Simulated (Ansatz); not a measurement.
NaIn:
```
NaIn
1.0
    0.00000     3.65597     3.65597
    3.65597     0.00000     3.65597
    3.65597     3.65597     0.00000
In Na
2 2
Direct
  0.50000   0.50000   0.50000
  0.75000   0.75000   0.75000
  0.00000   0.00000   0.00000
  0.25000   0.25000   0.25000
```

Relaxed with PBEsol. Special points in fractions of this cell's reciprocal vectors: Γ (0.000, 0.000, 0.000); X (0.500, 0.000, 0.500); U (0.625, 0.250, 0.625); K (0.375, 0.375, 0.750); L (0.500, 0.500, 0.500); W (0.500, 0.250, 0.750).

List the band energies nearest the Fermi level at these points for PBEsol (plane waves, PAW; program Ansatz).

In eV from the Fermi level; about four levels below and three above (degenerate sets whole), none deeper than 8.9 eV; points with the same levels are listed once.

| k | below | above |
|---|---|---|
| Γ | -8.15 -0.63 | 0.58 0.58 0.58 |
| X | -1.77 -1.77 -0.12 -0.12 | 6.02 6.02 7.26 7.26 |
| U | -5.90 -5.26 -2.84 -1.47 | 0.16 2.18 4.31 |
| L | -4.93 -0.54 -0.54 -0.43 | 1.97 1.97 3.55 |
| W | -5.54 -5.54 -2.52 -2.52 | 2.26 2.26 2.77 2.77 |

Space group Fd-3m. The workflow started from an entry of the Crystallography Open Database (COD). Whether it is the stable phase at ambient conditions was not checked. The cell was relaxed with PBEsol under the symmetry of its start; its stability against distortions is not shown here. Spin–orbit coupling is left out wherever it is not named.

Potentials: the later of the program's two PAW sets.
